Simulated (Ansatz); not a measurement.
## Mn3ZnN (Pm-3m): electronic heat capacity from the density of states

Method: DFT PBEsol, scalar-relativistic, plane waves, PAW in Ansatz 0.2.0.

Plane waves to 420 eV, a k mesh through Γ of 10×10×10 on the computed 5-atom cell and Gaussian smearing (0.10 eV); collinear spin from starting moments 1.22 1.22 1.22 0 0 μB.

Relaxed cell: Pm-3m, a = 3.726 Å, b = 3.726 Å, c = 3.726 Å, α = 90.00°, β = 90.00°, γ = 90.00°, 5 atoms in the primitive cell. Whether it is the stable form of this composition wasn't checked.

The density of states at the Fermi level is 3.442 states/eV in the cell of 5 atoms (1 formula unit; both spins, tetrahedra on a 15×15×15 mesh). The run ends with a moment of 3.75 μB a cell (largest on a site 1.11 μB), and the figure is for this state; a paramagnetic sample can have a quite different one. Another magnetic order, if the compound takes it, can change N(E_F) and the shape of the cell a good deal, and may open a gap, where γ is close to zero.

Q: What Sommerfeld coefficient does this give?

A: Per formula unit N(E_F) = 3.442 states/eV. γ = (π²/3) k_B² N(E_F) N_A = 2.357 mJ/(mol K²) per state/eV, so γ = 8.1 mJ/(mol K²), a mole of formula units. This is the bare band result: a measured γ of the same phase and magnetic order is as a rule larger by a factor 1 + λ from phonons and spin fluctuations. N(E_F) at one energy is sensitive to the mesh where the density of states has sharp peaks.

Moments started parallel, and an antiferromagnetic order may lie lower.

Only this magnetic start was tried.